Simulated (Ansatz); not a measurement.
A geometry of Ga₂O₃ away from equilibrium: step 12 of the relaxation of a generated cell, Ga2O3 built in the A-La2O3 structure type. The numbers are results of r2SCAN (plane waves to 500 eV, PAW, scalar-relativistic; Ansatz, a first-principles code), not measurements. Γ-centred k-mesh 8×8×5 on the run's cell (coarser than for final values), Fermi–Dirac smearing 0.05 eV.

```xyz
5
Lattice="3.0090 0.0000 0.0000 -1.5045 2.6059 0.0000 0.0000 0.0000 6.3655" Properties=species:S:1:pos:R:3:forces:R:3 pbc="T T T" free_energy=-9287.973 pressure_GPa=2.1
Ga     0.0000     1.7373     1.3763    0.0000    0.0000    0.0076
Ga     1.5045     0.8686     4.9892    0.0000    0.0000   -0.0076
O      0.0000     0.0000     0.0000    0.0000    0.0000    0.0000
O      0.0000     1.7373     4.3016    0.0000    0.0000    0.0097
O      1.5045     0.8686     2.0639    0.0000    0.0000   -0.0097
```

Positions in Å, forces in eV/Å, free energy of the cell in eV (comparable only within this code, potentials and settings). Largest force: 0.01 eV/Å, on O4, O5 (atoms numbered as listed); the geometry lies 0.01 eV/atom above the end of its relaxation.

No spin polarisation in the result.

The run could not lose the symmetry of its start, so the end can be a saddle point.

The end of the path is a generated cell of Ga2O3: the first start was made by placing the elements on the sites of a structure type, and the end was not matched to a known phase here, so it may be hypothetical. Known forms of Ga2O3 include space group No. 12, 167.
